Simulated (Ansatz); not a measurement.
NbP in space group I4_1md (No. 109; Nb on 4a, P on 4a) at seven volumes, PBEsol (plane waves, PAW; program Ansatz), shape and atoms relaxed at each. One row is withheld.

```csv
V (Å³/atom),P (GPa)
14.157,?
14.624,14.10
15.090,6.51
15.557,0.00
16.024,-5.58
16.491,-10.35
16.957,-14.43
```

Problem. Fit the shown pressures and predict the withheld one.

Solution. Third-order Birch–Murnaghan: P = (3/2)B₀(x^(7/2) − x^(5/2))[1 + (3/4)(B′ − 4)(x − 1)] with x = (V₀/V)^(2/3). Least squares on the six rows gives V₀ = 15.557 Å³/atom, B₀ = 200.4 GPa, B′ = 4.18. At V = 14.157, x = 1.0649 and P = 23.02 GPa. The run itself gave 22.93 GPa.

The cell was relaxed with PBEsol under the symmetry of its start. No spin polarisation was allowed.

Potentials: the later of the program's two PAW sets.
